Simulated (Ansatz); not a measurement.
GeBCN:
```yaml
crystal:
  lattice:
    - [2.95225, 0.00000, 0.00000]
    - [-1.47612, 2.55672, 0.00000]
    - [0.00000, 0.00000, 4.77368]
  atoms:
    - { symbol: B, position: [0.33333, 0.66667, 0.48772] }
    - { symbol: Ge, position: [0.66667, 0.33333, 0.00346] }
    - { symbol: C, position: [0.33333, 0.66667, 0.15546] }
    - { symbol: N, position: [0.66667, 0.33333, 0.60336] }
```

Relaxed with r²SCAN+D4 (plane waves, PAW; program Ansatz). Indices refer to the conventional cell of P3m1, a = b = 2.9522 Å, c = 4.7737 Å, α = β = 90.00°, γ = 120.00°.

### Question
Simulate the powder diffraction pattern (Co Kα, λ = 1.79026 Å; lines above 1 %) up to 2θ = 90°.

### Answer
Simulated powder pattern, Co Kα, λ = 1.79026 Å (kinematic, ideal powder, no thermal factors, no anomalous dispersion; the 30 strongest lines at most, above 1 %, up to 2θ = 90°):

```csv
2θ (°),d (Å),I/Imax (%),hkl
21.62,4.774,94,(0001)
40.99,2.557,100,(1 0 -1 0)
44.05,2.387,31,(0002)
46.80,2.254,95,(1 0 -1 1)+(0 1 -1 1)
61.73,1.745,56,(1 0 -1 2)+(0 1 -1 2)
68.46,1.591,4.8,(0003)
74.66,1.476,27,(1 1 -2 0)
78.80,1.410,20,(1 1 -2 1)
83.00,1.351,31,(1 0 -1 3)+(0 1 -1 3)
88.89,1.278,11,(2 0 -2 0)
```

The start of the workflow was typed in or built on a structure type; neither database checked (COD, Materials Project) lists it. Its standing as an ambient phase is unchecked. Symmetry was held in the r²SCAN+D4 relaxation; whether a distortion lowers the energy is not shown. The volume moved by -16 % from the start of the relaxation.

Potentials: the earlier of the program's two PAW sets. The files were generated under PBE; for other functionals the program regenerates the frozen cores, and for LDA and PBEsol the local potential too.
